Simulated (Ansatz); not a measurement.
An Ansatz input:

```yaml
crystal:
  lattice:
    - [-1.3060958698, 1.5890723803, 1.1648793864]
    - [1.5890723803, -1.3060958698, 1.1648793864]
    - [2.6600621958, 2.6600621958, -0.6466073891]
  atoms:
    - { symbol: Mn, position: [0.0416646786, 0.9583353214, 0.0], spin: 3.0 }
    - { symbol: Mn, position: [0.7083353214, 0.2916646786, 0.5], spin: -3.0 }
hamiltonian:
  xc: lda
  pseudopotentials:
    kind: paw
    azcp:
      Mn: "pseudopotentials/Mn.paw.azcp"
basis:
  ecutwfc: 420
  fft_grid_basis: typed
kpoints:
  mp_grid: { grid: [17, 17, 9], shift: [0, 0, 0] }
magnetization:
  spin_polarized: true
scf:
  occupations: { method: fermi_dirac, width: 0.05 }
  lower_state_search: "off"
output:
  stress: true
```

Terminal output

```
Warning: the record states the generating functional pbe (its physics header spells it `PBE`), which answers neither for hamiltonian.xc's functional nor for the lda family's — results may be inconsistent (PPs are generated against a specific XC)
Engine: ansatz 0.2.0, x86_64-unknown-linux-gnu
Pseudopotentials: kind: paw
Pseudopotential: Mn, paw, valence charge 15, recommended cutoff 420 eV (normal) 
Functional definition: SPW92
  exchange = slater_x
  correlation = pw_c
Crystal: 2 atoms, lattice volume = 18.472 Å³
Basis set: ecut = 420 eV, 373 PW (Γ)
Bands: 22, of which v1, the nominal top of the filled ones, is band 15 counted from 1 (14 counted from 0)
Symmetry: 2 space group operations
Space group: C2 (ITA 5), of the structure as read, at distance tolerance 2.6e-5 Å
Magnetic group: BNS 15.88 (UNI 95), of the structure as read, at distance tolerance 2.6e-5 Å
k-points: 693 of 2601 (time reversal used)
Non-local potential: Mn, projectors of the file, l = 0: 3, l = 1: 2, l = 2: 3, l = 3: 1
PAW form: soft (Blöchl's): semilocal exchange-correlation on the pseudo side does not see the compensation charge
PAW frozen core: Mn, regenerated for the run's functional, and the local potential with it (the file was generated under x = pbe(κ = 0.804, μ = 0.2195149727645171), c = pbe(β = 0.06672455060314922))
PAW one-centre angular grid: Mn, 590 points (default); XC on 64 Gauss nodes
Initial density: superposition of atomic densities (chi_scale 0.1, normalization cell)
Starting moments: Σ|m| = 6 μB on 2 of 2 sites
Starting magnetic order: antiferromagnet; an inversion exchanges its spin sublattices: spin-degenerate at every k-point
Initial wavefunctions: pseudopotential atomic-orbital guess
Functional: x = slater, c = lda
SCF iter   1: F=—  HF=-7681.975936 eV  |F-HF|=—  |Δ(HF+E_count)|=         —  Δρ=1.64e-1 (↑1.64e-1 ↓1.64e-1)  dr2=2.08e0  dr2_m=3.84e0  M=0.000 μB ∫|m|=3.157 μB  β_m=0.30  ethr=3.10e-3  ⟨swp⟩=3.6  Hψ=110650  notcnv=0  defer=38
SCF iter   2: F=—  HF=-7681.485460 eV  |F-HF|=—  |Δ(HF+E_count)|=   4.90e-1  Δρ=1.42e-1 (↑1.42e-1 ↓1.42e-1)  dr2=4.37e-1  dr2_m=3.25e0  M=-0.000 μB ∫|m|=3.303 μB  β_m=0.30  ethr=3.10e-3  ⟨swp⟩=3.4  Hψ=58197  notcnv=0  defer=2282
Mixer restart at iter 2: flushing history
spin-set hold released at iteration 2 (the charge has settled, or the pull on large starting moments outlasts its swing): the magnetisation degrees of freedom join the quasi-Newton model from the next iteration; the mixer history was flushed
SCF iter   3: F=—  HF=-7681.661907 eV  |F-HF|=—  |Δ(HF+E_count)|=   1.76e-1  Δρ=1.09e-1 (↑1.09e-1 ↓1.09e-1)  dr2=2.19e-2  dr2_m=2.00e0  M=-0.000 μB ∫|m|=3.092 μB  β_m=0.65  ethr=1.46e-3  ⟨swp⟩=2.8  Hψ=47234  notcnv=0  defer=2282
SCF iter   4: F=—  HF=-7682.689458 eV  |F-HF|=—  |Δ(HF+E_count)|=    1.03e0  Δρ=9.12e-2 (↑9.12e-2 ↓9.05e-2)  dr2=1.43e0  dr2_m=8.55e-1  M=-0.000 μB ∫|m|=1.812 μB  β_m=0.56  ethr=7.31e-5  ⟨swp⟩=4.3  Hψ=88638  notcnv=0  defer=2098
...
iter 15 did not close the SCF: its close was put off for a magnetic moment that had not settled (scf_convergence_deferred on its scf_iter line)
SCF iter  15: F=-7682.523845 eV  HF=-7682.523845 eV  |F-HF|=6.40e-8  |Δ(HF+E_count)|=   2.38e-9  Δρ=8.56e-6 (↑8.56e-6 ↓8.51e-6)  dr2=6.68e-8  dr2_m=6.79e-11  M=0.000 μB ∫|m|=0.000 μB  β_m=0.53  ethr=2.20e-11  ⟨swp⟩=2.0  Hψ=84287  notcnv=0  recentre
iter 16 did not close the SCF: its close was put off for a magnetic moment that had not settled (scf_convergence_deferred on its scf_iter line)
SCF iter  16: F=-7682.523845 eV  HF=-7682.523845 eV  |F-HF|=3.02e-10  |Δ(HF+E_count)|=   2.61e-9  Δρ=9.86e-7 (↑7.98e-7 ↓9.86e-7)  dr2=3.36e-10  dr2_m=7.27e-11  M=0.000 μB ∫|m|=0.000 μB  β_m=0.72  ethr=2.20e-11  ⟨swp⟩=2.0  Hψ=76970  notcnv=0
SCF iter  17: F=-7682.523845 eV  HF=-7682.523845 eV  |F-HF|=5.46e-12  |Δ(HF+E_count)|=  7.28e-12  Δρ=2.91e-7 (↑2.91e-7 ↓2.80e-7)  dr2=1.01e-11  dr2_m=1.11e-11  M=0.000 μB ∫|m|=0.000 μB  ethr=1.12e-12  ⟨swp⟩=1.0  Hψ=64558  notcnv=0
WARN: the starting moments were not kept: the SCF closed with an absolute magnetisation of 3.3e-6 μB, where they sum to 6 μB in size (2 sites). That is at most 0.1 of that sum. Measured as dr2_m measures the in/out step, that magnetisation stands 1.1e-11 eV from none, at or under the dr2_threshold of 1.0e-7 eV: it is no larger than a step whose dr2_m would equal this threshold. The system may hold no moment; this SCF shows only that its start led to no more than that. To try another start: raise the starting moments (crystal.atoms[].spin, magnetization.per_species, magnetization.initial_magnetization, or on a non-collinear deck that types none of these the spinor_matrix: blocks that start its atoms; where the total moment is fixed, keep their sum and leave initial_magnetization as it is; typed ones take the place of any that the run laid by itself, positive ones on a crystal's lanthanoids without a Hubbard term where scf.initial_density.shell_occupations: [] is typed) or, if the notice of its spin-set hold's release reads "site moments contracting" or "site moments show no strong build", lengthen the hold (scf.mixing.spin_hold: { on: { confirm: 4 } }; for m-r²SCAN on two components see the key's manual first). Each may lead to a state that holds a moment. A second SCF, from the converged charge density, with the starting moments and any scf.initial_density.shell_occupations laid on it anew, would have followed, and was not run: the deck does not ask for one (magnetization.retry_lost_moments is false, the default). To let it run, set magnetization.retry_lost_moments: true and run the deck again, where that key's refused combinations let it; where memory then withholds it, that run's warning says so.
SCF 1 converged in 17 iterations: F = -7682.523845 eV  dr2 = 1.01e-11
SCF converged after 17 iterations
Magnetization: 0.0000 μB (15.0000 up, 15.0000 down)
Absolute magnetization: 0.0000 μB (∫|ρ↑−ρ↓|, with the PAW one-centre terms)
Spin contamination: 0.0000 ħ² per cell (⟨S²⟩ above its minimum at these occupations)
Per-site moments (μB) at R_I (Å): [(7.441388193124064e-7, 0.9678094743631002), (2.4400767855781225e-6, 0.9678094743631002)]
Free energy (F): -7682.523845 eV
Harris-Foulkes:  -7682.523845 eV  (|F-HF|=5.46e-12)
Internal energy: -7682.505898 eV  (E = F + TS)
E sigma→0 (E₀):  -7682.514872 eV
Entropy (-TS):   -0.017946 eV (-8.973 meV/atom)
Fermi energy:    23.677261 eV
--- Per-component energies (eV) ---
  E_band       = -209.024579
  E_kinetic    = 629.126086
  E_local      = -2812.108565  (includes V_loc(G=0)·N_el)
  E_nonlocal   = 481.931965
  E_hartree    = 1190.212314
  E_xc         = -234.819459
  E_vxc        = -302.393163  (∫ρ·V_xc dr)
  E_paw        = -2477.777963  (= ΣΔE_a)
  E_vpaw       = -586.005537  (= ΣTr[D̂ρ^β])
  E_aug_tail   = -0.000022  (compensation charges beyond the density's cutoff)
  E_ewald      = -4459.838160
  E_core_change = 0.767906  (= ΣΔE_core)
  E_smearing   = -0.017946  (= −TS)
  E_closure    = 0.000000  (closes the sum)
  Σ components = -7682.523845   (vs F -7682.523845, Δ=0.00e0)
--- Stress (GPa, compression-positive) ---
       33.098152      -0.282803       0.081869
       -0.282803      33.098152       0.081869
        0.081869       0.081869      33.359048
  P = ⅓ Tr σ = 33.1851 GPa (331.851 kbar)
```

Command:

```sh
ansatz run input.yaml --threads 2 --pin off --max-ram 5120MiB --backend cpu --events-out ev --progress --plain --runs-dir out
```

On 2 threads of Intel(R) Xeon(R) Platinum 8375C CPU @ 2.90GHz (Ice Lake) (shared host) this took about 63 s of wall time and 120 s of CPU time.
